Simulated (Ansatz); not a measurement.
Generalised stacking fault of Ti (hcp, Mg type) on the (0001) plane. The cell below holds the perfect crystal with the plane normal along z; tilting its third vector by the shift puts one fault into each cell, between planes 2.32 Å apart, at fixed cell height.

```
Ti
1.0
    2.93885     0.00000     0.00000
    1.46943     2.54512     0.00000
    0.00000     0.00000    13.94988
Ti
6
Direct
  0.33333   0.33333   0.08333
  0.33333   0.33333   0.41667
  0.33333   0.33333   0.75000
  0.66667   0.66667   0.91667
  0.66667   0.66667   0.25000
  0.66667   0.66667   0.58333
```

In-plane vectors a = (2.939, 0.000) Å, b = (1.469, 2.545) Å, area 7.48 Å². The shift is s times the vector a + b (length 5.090 Å), so s = 1 restores the start. Atoms relax along the normal only. γ = [E(shift) − E(0)] / area.

Computed with PBE (plane waves to 420 eV, PAW, scalar-relativistic; Ansatz, a program for electronic structure). k mesh 15×15×3 (Γ-centred), Fermi-Dirac smearing 0.05 eV. E is the zero-smearing estimate. Some relaxations began with atoms very close together and may have settled on another branch. With partly filled bands, the k mesh leaves noise in γ, roughly 0.02 J/m² as judged from a few cases. Faults lie only 13.9 Å apart, and holding the cell height raises γ above its relaxed value. The PAW data are Ansatz's earlier set. Ti is run without spin polarisation. Ti was relaxed with its symmetry unable to fall. The zero of γ is zero shift. The last digit holds for this mesh only.

```
s      γ (J/m²)
-----  --------
0.000      0.00
0.083      0.15
0.167      0.40
0.250      0.57
0.333      0.64
0.417      0.58
0.500      0.50
0.583  withheld
0.667      0.31
0.750  withheld
0.833      0.35
0.917      0.13
```

Q: Fit a Fourier form (three harmonics of 1 − cos and sin) to the given rows and predict γ at s = 0.750.

A: Least squares on the 10 given rows: γ = (0.194)·[1 − cos(2πs)] + (0.107)·sin(2πs) + (0.118)·[1 − cos(4πs)] + (-0.072)·sin(4πs) + (0.051)·[1 − cos(6πs)] + (0.012)·sin(6πs), in J/m²; root-mean-square residual 0.010 J/m². At 0.750 the fit gives 0.39 J/m²; the calculation gives 0.41 J/m², so the interpolation is off by -0.02 (-4.9 %). 

(The slope of γ gives the shear force per area between the displaced halves; near zero shift its curvature is an elastic stiffness.)
